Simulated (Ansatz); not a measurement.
InP (zinc blende, F-43m), r²SCAN in the plane-wave PAW code Ansatz. The conduction-band minimum lies at Γ, with 1 equivalent valley. Second derivatives d²E/dk² of the lowest band at one valley (eV·Å²), along Cartesian directions:

| direction | d²E/dk² |
|---|---|
| [100] | 103.3 |
| [010] | 103.3 |
| [001] | 103.3 |
| [110] | 103.1 |
| [101] | 103.1 |
| [011] | 103.1 |

Q: Find the principal effective masses, the density-of-states mass and the conductivity mass.

A: Off-diagonal terms follow from H_xy = H[110] − (H_xx + H_yy)/2, and m*/mₑ = 7.620 eV·Å² over each eigenvalue: 0.074, 0.074, 0.074. One valley's DOS mass (m₁m₂m₃)^(1/3) = 0.074, conductivity mass 3/(Σ 1/mᵢ) = 0.074 mₑ.

Q: What effective density of states Nc follows at 300 K for parabolic valleys?

A: Nc = 2.509e19 × 1 × (0.074)^(3/2) ≈ 5.1e17 cm⁻³.

The cell was relaxed with r²SCAN under the symmetry of its start; of distortions, only those at the zone centre were tested. Spin–orbit coupling is left out wherever it is not named.

Potentials: the later of the program's two PAW sets.

Edges and masses are those of Kohn–Sham bands, whose gap is no quasiparticle gap.
